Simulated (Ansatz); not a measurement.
Relaxed-ion elastic tensor of Si (β-Sn type, space group No. 141) in GPa (Voigt order), the program Ansatz at the LDA level (PAW); density 3.15 g/cm³, 14.82 Å³ per atom.

```
 181   111  71.9   0.0   0.0   0.0
 111   181  71.9   0.0   0.0   0.0
71.9  71.9   184   0.0   0.0   0.0
 0.0   0.0   0.0  63.8   0.0   0.0
 0.0   0.0   0.0   0.0  63.8   0.0
 0.0   0.0   0.0   0.0   0.0  83.5
```

Problem. Is the crystal mechanically stable?

Solution. Yes: the smallest eigenvalue of C is 63.8 GPa.

Problem. Work out the Voigt, Reuss and Hill averages.

Solution. K_V = 117, K_R = 116, K_H = 117; G_V = 61.6, G_R = 56.8, G_H = 59.2 GPa.

Problem. Give Young's modulus, Poisson's ratio, Pugh's ratio and the universal anisotropy index.

Solution. E = 9KG/(3K + G) = 152 GPa; ν = 0.28; K/G = 1.97 (ductile by the Pugh limit of 1.75); A_U = 5G_V/G_R + K_V/K_R − 6 = 0.43.

Problem. Estimate the sound speeds and the Debye temperature.

Solution. v_l = √((K + 4G/3)/ρ) = 7890 m/s, v_t = √(G/ρ) = 4340 m/s, mean 4840 m/s; Θ = (h/k)(3n/4πV)^(1/3) v_m = 586 K.

Problem. Solve the Christoffel equation for the three sound speeds along x, y, z.

Solution. Eigenvalues of C_ijkl n_j n_l equal ρv². In km/s, slowest first: x 4.50, 5.15, 7.59; y 4.50, 5.15, 7.59; z 4.50, 4.50, 7.64.

Problem. How much does each axis shrink under pressure?

Solution. Linear compressibilities β_i = Σ_j S_ij (j = 1 to 3): x 2.6, y 2.6, z 3.4 per TPa.

Space group I4_1/amd (β-Sn type). This is a known high-pressure phase of the composition, computed here at zero pressure and temperature. The LDA relaxation kept the symmetry of its start; of distortions, only those at the zone centre were tested. As this level gives no gap, shear constants depend on the k-mesh and smearing (Fermi–Dirac, 0.1 eV here).

Potentials: the later of the program's two PAW sets.
